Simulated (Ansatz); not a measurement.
Values for one crystal, relaxed and computed with DFT-r²SCAN in the program Ansatz with PAW potentials; other levels are named.

```yaml
volume_per_atom: 48.97 Å³
band_gap: 4.90 eV (direct)
Hole effective mass with spin–orbit coupling, band 2 of 2 at the edge: 0.81 along [100], 1.0 along [110], 1.2 along [111] (mₑ)
conduction_band_minimum: at Γ
Formation energy from the elements (no fitted shifts): -2.02 eV/atom
Hole effective mass, band 3 of 3 at the edge: 0.60 along [100], 0.86 along [110], 1.0 along [111] (mₑ)
Hole effective mass, band 2 of 3 at the edge: 12 along [100], 1.7 along [110], 2.4 along [111] (mₑ)
```

Question: Pick the material that matches.
(A) LiH, rock salt
(B) CsBr, rock salt
(C) MgS, rock salt
(D) SnTe, rock salt

Answer: B, CsBr, rock salt

Space group Fm-3m (rock salt). The workflow started from a Materials Project entry (that database holds measured and hypothetical structures alike); the Crystallography Open Database copy checked does not list it. It is not the phase usual at ambient conditions (space group No. 221). The r²SCAN relaxation kept the symmetry of its start; its stability against distortions is not shown here. The references are the lowest solids computed at this level, not always the standard phases. Scalar-relativistic: spin–orbit coupling is off unless named, which matters more the heavier the elements.

Potentials: the later of the program's two PAW sets.
